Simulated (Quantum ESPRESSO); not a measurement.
## Ge7As (input and log of a self-consistent run)

Simulated, not a measurement. The program is pw.x of Quantum ESPRESSO 7.5 (plane-wave density functional theory). The cell is made up: 8 atoms on a zincblende/diamond lattice, with randomly drawn elements, strain and displacements, not relaxed. PseudoDojo standard norm-conserving files (v0.5 for PBE, v0.4.1 for LDA and PBEsol) set the functional; there is no spin polarisation, spin-orbit coupling or dispersion term, and the masses in the input are unused placeholders. A spin-polarised start on this cell or one of its family kept no moment.

Input:

```
&control calculation='scf', pseudo_dir='./dojo.nc.sr.pbe.v0_5.standard.upf', outdir='./o', disk_io='medium', tprnfor=.true., tstress=.true. /
&system ibrav=0, nat=8, ntyp=2, nbnd=67, ecutwfc=84.00895049, nosym=.true., tot_charge=0,
 occupations='smearing', smearing='fd', degauss=0.0073498644
/
&electrons conv_thr=7.350e-09, electron_maxstep=60, /
ATOMIC_SPECIES
As 1.0 As.upf
Ge 1.0 Ge.upf
CELL_PARAMETERS angstrom
5.5367 0.0192 0.0738
0.0192 5.6944 0.0016
0.0738 0.0016 5.5659
ATOMIC_POSITIONS angstrom
Ge -0.0412 -0.0424 0.0284
Ge -0.0041 2.8298 2.8752
Ge 2.7278 -0.1889 2.9677
Ge 2.6643 2.742 0.0415
Ge 1.4095 1.4009 1.4869
Ge 1.3519 4.2821 4.2043
Ge 4.0637 1.3736 4.2079
As 4.2035 4.1864 1.4187
K_POINTS automatic
6 6 6 1 1 1
```

The log is shortened where brackets say so; the opening notice, blank lines, dates and the lines on written files are dropped, and the path of the files is cut. It prints rydbergs, bohrs and kilobars, and counts compression as positive stress.

```
     Program PWSCF v.7.5
     Parallel version (MPI & OpenMP), running on       1 processor cores
     Number of MPI processes:                 1
     Threads/MPI process:                     1
     [start-up lines left out]
     bravais-lattice index     =            0
     lattice parameter (alat)  =      10.4638  a.u.
     unit-cell volume          =    1183.9929 (a.u.)^3
     number of atoms/cell      =            8
     number of atomic types    =            2
     number of electrons       =       113.00
     number of Kohn-Sham states=           67
     kinetic-energy cutoff     =      84.0090  Ry
     charge density cutoff     =     336.0358  Ry
     scf convergence threshold =      7.3E-09
     mixing beta               =       0.7000
     number of iterations used =            8  plain     mixing
     Exchange-correlation= PBE
                           (   1   4   3   4   0   0   0)
     [axes and pseudopotential details left out]
   Cartesian axes
     site n.     atom                  positions (alat units)
         1        Ge     tau(   1) = (  -0.0074405  -0.0076573   0.0051289  )
         2        Ge     tau(   2) = (  -0.0007404   0.5110502   0.5192493  )
         3        Ge     tau(   3) = (   0.4926294  -0.0341146   0.5359544  )
         4        Ge     tau(   4) = (   0.4811616   0.4951939   0.0074947  )
         5        Ge     tau(   5) = (   0.2545499   0.2529968   0.2685280  )
         6        Ge     tau(   6) = (   0.2441476   0.7733296   0.7592792  )
         7        Ge     tau(   7) = (   0.7338874   0.2480665   0.7599294  )
         8        As     tau(   8) = (   0.7591347   0.7560466   0.2562114  )
     number of k points=   108  Fermi-Dirac smearing, width (Ry)=  0.0073
     Number of k-points >= 100: set verbosity='high' to print them.
     Dense  grid:   123121 G-vectors     FFT dimensions: (  64,  64,  64)
     Estimated max dynamical RAM per process >     189.39 MB
     Initial potential from superposition of free atoms
     starting charge     112.9940, renormalised to     113.0000
     Starting wfcs are   72 randomized atomic wfcs
     total cpu time spent up to now is       87.7 secs
     per-process dynamical memory:   111.5 Mb
     Self-consistent Calculation
     iteration #  1     ecut=    84.01 Ry     beta= 0.70
     Davidson diagonalization with overlap
     ethr =  1.00E-02,  avg # of iterations =  3.6
     Threshold (ethr) on eigenvalues was too large:
     Diagonalizing with lowered threshold
     Davidson diagonalization with overlap
     ethr =  1.09E-04,  avg # of iterations =  7.7
     total cpu time spent up to now is      587.0 secs
     total energy              =   -1462.51736216 Ry
     estimated scf accuracy    <       0.13569146 Ry
     iteration #  2     ecut=    84.01 Ry     beta= 0.70
     Davidson diagonalization with overlap
     ethr =  1.20E-04,  avg # of iterations =  2.1
     total cpu time spent up to now is      756.6 secs
     total energy              =   -1462.51847904 Ry
     estimated scf accuracy    <       0.02248467 Ry
     iteration #  3     ecut=    84.01 Ry     beta= 0.70
     Davidson diagonalization with overlap
     ethr =  1.99E-05,  avg # of iterations =  3.3
     total cpu time spent up to now is      988.5 secs
     total energy              =   -1462.52268560 Ry
     estimated scf accuracy    <       0.02681097 Ry
     iteration #  4     ecut=    84.01 Ry     beta= 0.70
     Davidson diagonalization with overlap
     ethr =  1.99E-05,  avg # of iterations =  2.4
     total cpu time spent up to now is     1170.4 secs
     total energy              =   -1462.52778129 Ry
     estimated scf accuracy    <       0.00029676 Ry
     iteration #  5     ecut=    84.01 Ry     beta= 0.70
     Davidson diagonalization with overlap
     ethr =  2.63E-07,  avg # of iterations =  5.8
     total cpu time spent up to now is     1450.8 secs
     total energy              =   -1462.52787622 Ry
     estimated scf accuracy    <       0.00005716 Ry
     iteration #  6     ecut=    84.01 Ry     beta= 0.70
     Davidson diagonalization with overlap
     ethr =  5.06E-08,  avg # of iterations =  2.6
     total cpu time spent up to now is     1640.3 secs
     total energy              =   -1462.52788732 Ry
     estimated scf accuracy    <       0.00002221 Ry
     iteration #  7     ecut=    84.01 Ry     beta= 0.70
     Davidson diagonalization with overlap
     ethr =  1.97E-08,  avg # of iterations =  2.0
     total cpu time spent up to now is     1839.0 secs
     total energy              =   -1462.52789160 Ry
     estimated scf accuracy    <       0.00000070 Ry
     iteration #  8     ecut=    84.01 Ry     beta= 0.70
     Davidson diagonalization with overlap
     ethr =  6.16E-10,  avg # of iterations =  3.4
     total cpu time spent up to now is     2089.7 secs
     total energy              =   -1462.52789173 Ry
     estimated scf accuracy    <       0.00000009 Ry
     iteration #  9     ecut=    84.01 Ry     beta= 0.70
     Davidson diagonalization with overlap
     ethr =  7.61E-11,  avg # of iterations =  3.0
     total cpu time spent up to now is     2350.2 secs
     total energy              =   -1462.52789176 Ry
     estimated scf accuracy    <       0.00000004 Ry
     iteration # 10     ecut=    84.01 Ry     beta= 0.70
     Davidson diagonalization with overlap
     ethr =  3.32E-11,  avg # of iterations =  2.1
     total cpu time spent up to now is     2563.7 secs
     End of self-consistent calculation
     Number of k-points >= 100: set verbosity='high' to print the bands.
     the Fermi energy is    10.7072 ev
!    total energy              =   -1462.52789176 Ry
     estimated scf accuracy    <          3.1E-09 Ry
     smearing contrib. (-TS)   =      -0.00607880 Ry
     internal energy E=F+TS    =   -1462.52181296 Ry
     The total energy is F=E-TS. E is the sum of the following terms:
     one-electron contribution =    -745.91173596 Ry
     hartree contribution      =     448.65567731 Ry
     xc contribution           =    -353.30768834 Ry
     ewald contribution        =    -811.95806597 Ry
     convergence has been achieved in  10 iterations
     Forces acting on atoms (cartesian axes, Ry/au):
     atom    1 type  2   force =    -0.00041263    0.06583399    0.00176088
     atom    2 type  2   force =     0.00277440   -0.02612963   -0.00682919
     atom    3 type  2   force =     0.04185294    0.06757635   -0.07854539
     atom    4 type  2   force =    -0.00082704    0.03592650   -0.01344111
     atom    5 type  2   force =    -0.01988437   -0.04323109    0.02285749
     atom    6 type  2   force =    -0.02131252   -0.07008233    0.05249426
     atom    7 type  2   force =     0.03200819   -0.01686725    0.01121628
     atom    8 type  1   force =    -0.03419897   -0.01302654    0.01048677
     Total force =     0.181181     Total SCF correction =     0.000284
     Computing stress (Cartesian axis) and pressure
          total   stress  (Ry/bohr**3)                   (kbar)     P=       87.24
   0.00063110   0.00019285  -0.00030155           92.84       28.37      -44.36
   0.00019285   0.00053128  -0.00005646           28.37       78.15       -8.31
  -0.00030155  -0.00005646   0.00061686          -44.36       -8.31       90.74
     init_run     :     78.70s CPU     87.66s WALL (       1 calls)
     electrons    :   2343.50s CPU   2476.04s WALL (       1 calls)
     forces       :     30.00s CPU     30.52s WALL (       1 calls)
     stress       :    113.76s CPU    114.36s WALL (       1 calls)
     [timing details left out]
     PWSCF        :  42m46.79s CPU  45m11.80s WALL
     JOB DONE.
```

In other units: free energy -19898.706 eV for the cell, pressure 8.72 GPa, largest force component 2.019 eV/Å. A rerun of a related cell, with the same atoms placed differently, at 1437 eV and a 8 x 8 x 8 mesh moved values by no more than 0.007 eV in energy, 0.05 GPa in stress and 0.015 eV/Å in force.